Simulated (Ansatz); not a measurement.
Rh (fcc, Cu type)

```yaml
crystal:
  lattice:
    - [0.00000, 1.91513, 1.91513]
    - [1.91513, 0.00000, 1.91513]
    - [1.91513, 1.91513, 0.00000]
  atoms:
    - { symbol: Rh, position: [0.00000, 0.00000, 0.00000] }
```

The slice is a {100} plane (indices of the conventional cell) through the point (0.000, 0.000, 0.000) (fractional), spanned by u = [100] and v = [0 1 -1] in vectors of this cell: u (2.71 Å) and v (2.71 Å, at 90° to u). It covers one period; positions are fractions (u, v).

These are PBE (plane waves to 420 eV, PAW, scalar-relativistic; Ansatz, an electronic-structure program) values and carry that method's errors. k mesh 21×21×21. Near the nuclei the fields are pseudised (PAW); where an atom keeps semicore shells as valence, they peak there. Rh is run without spin polarisation. Rh was relaxed with its symmetry unable to fall. The PAW data are Ansatz's earlier set.

Three fields on this plane, each scaled to ten steps between its own extremes (0 low, 9 high; the total valence density on a logarithmic scale, the potential cut 8 eV below its top; x marks points blanked near nuclei; v = 0 in the bottom row):

Map A
```
|xxxxxxxxx9766679xxxxxxxx|
|xxxxxxxxx9755579xxxxxxxx|
|xxxxxxxxx8655568xxxxxxxx|
|xxxxxxxx975444579xxxxxxx|
|xxxxxxxx864444468xxxxxxx|
|xxxxxxx97543234579xxxxxx|
|xxxxxx9754322234579xxxxx|
|xxxx98754322222345789xxx|
|999876543211111234567899|
|777654432111111123445677|
|665544332111011123344556|
|665543222110001122234556|
|665544332111011123344556|
|777654432111111123445677|
|999876543211111234567899|
|xxxx98754322222345789xxx|
|xxxxxx9754322234579xxxxx|
|xxxxxxx97543234579xxxxxx|
|xxxxxxxx864444468xxxxxxx|
|xxxxxxxx975444579xxxxxxx|
|xxxxxxxxx8655568xxxxxxxx|
|xxxxxxxxx9755579xxxxxxxx|
|xxxxxxxxx9766679xxxxxxxx|
|xxxxxxxxx9766679xxxxxxxx|
```

Map B
```
|xxxxxxxxx8579758xxxxxxxx|
|xxxxxxxxx7578757xxxxxxxx|
|xxxxxxxxx6467646xxxxxxxx|
|xxxxxxxx943575349xxxxxxx|
|xxxxxxxx633555336xxxxxxx|
|xxxxxxx83224442238xxxxxx|
|xxxxxx8421233321248xxxxx|
|xxxx96321112221112369xxx|
|887643211111111111234678|
|555433221100000112233455|
|777655432100000123455677|
|998775432100000123457789|
|777655432100000123455677|
|555433221100000112233455|
|887643211111111111234678|
|xxxx96321112221112369xxx|
|xxxxxx8421233321248xxxxx|
|xxxxxxx83224442238xxxxxx|
|xxxxxxxx633555336xxxxxxx|
|xxxxxxxx943575349xxxxxxx|
|xxxxxxxxx6467646xxxxxxxx|
|xxxxxxxxx7578757xxxxxxxx|
|xxxxxxxxx8579758xxxxxxxx|
|xxxxxxxxx8579758xxxxxxxx|
```

Map C
```
|xxxxxxxxx0134310xxxxxxxx|
|xxxxxxxxx0244420xxxxxxxx|
|xxxxxxxxx0345430xxxxxxxx|
|xxxxxxxx014565410xxxxxxx|
|xxxxxxxx035666530xxxxxxx|
|xxxxxxx02467776420xxxxxx|
|xxxxxx0146788876410xxxxx|
|xxxx00246788888764200xxx|
|000013467889998876431000|
|112245678899999887654221|
|334456788999999988765443|
|444566788999999988766544|
|334456788999999988765443|
|112245678899999887654221|
|000013467889998876431000|
|xxxx00246788888764200xxx|
|xxxxxx0146788876410xxxxx|
|xxxxxxx02467776420xxxxxx|
|xxxxxxxx035666530xxxxxxx|
|xxxxxxxx014565410xxxxxxx|
|xxxxxxxxx0345430xxxxxxxx|
|xxxxxxxxx0244420xxxxxxxx|
|xxxxxxxxx0134310xxxxxxxx|
|xxxxxxxxx0134310xxxxxxxx|
```

Assign the maps to these fields: electron localisation function (ELF); valence electron density; electrostatic potential energy of an electron, from the cell's mean.

A is the valence electron density; B is the electron localisation function (ELF); C is the electrostatic potential energy of an electron, from the cell's mean.
